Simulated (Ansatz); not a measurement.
With plane-wave PAW r²SCAN (Ansatz code), Ga in the diamond structure (Fd-3m) relaxes to a = 5.777 Å. Ga has 4 nearest neighbours from 2.50 Å (tetrahedral).

Electronic character: metallic (no gap). Gap from r²SCAN with spin–orbit coupling: none (metallic).

An equation-of-state fit gives a bulk modulus of 45.4 GPa. The relaxed-ion elastic constants in GPa are C11 = 30.8, C12 = 51.7, C44 = -23.6.

The start of the workflow was typed in or built on a structure type; neither database checked (COD, Materials Project) lists it. It is not the phase usual at ambient conditions (space group No. 64). The r²SCAN relaxation kept the symmetry of its start. At this level the phase is mechanically unstable. The volume moved by -21 % from the start of the relaxation. As this level gives no gap, shear constants depend on the k-mesh and smearing (Fermi–Dirac, 0.1 eV here). Spin–orbit coupling is left out wherever it is not named.

Potentials: the later of the program's two PAW sets.
